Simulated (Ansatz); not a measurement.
Base run

Ansatz input (lattice in Å, positions in fractions of it)
```yaml
crystal:
  lattice:
    - [0, 3.33, 3.33]
    - [3.33, 0, 3.33]
    - [3.33, 3.33, 0]
  atoms:
    - { symbol: Hg, position: [0, 0, 0] }
    - { symbol: Te, position: [0.25, 0.25, 0.25] }
kpoints:
  mp_grid: { grid: [6, 6, 6] }
hamiltonian:
  xc: pbe
  pseudopotentials:
    kind: all_electron
    nuclear_model: point
    lapw: { basis_error: "0.25 meV" }
scf:
  occupations: { method: fermi_dirac, width: 0.02 }
  convergence: { dr2_threshold: "1e-9 eV" }
  max_iter: 300
output:
  forces: true
  stress: true
  eigenvalues: true
```

Method: PBE, all-electron LAPW, point nucleus (Ansatz 0.2.0 development build).

It gives a pressure of -0.09 GPa.

Question: What changes with a first-order correction from the scalar-relativistic equation to Dirac's equation for the inner shells Hg 4p, Hg 4d, Te 4p, Te 3d and those below them?

Answer: The pressure rises by 0.02 GPa.

The k-mesh is modest, so these values aren't fully converged in k.
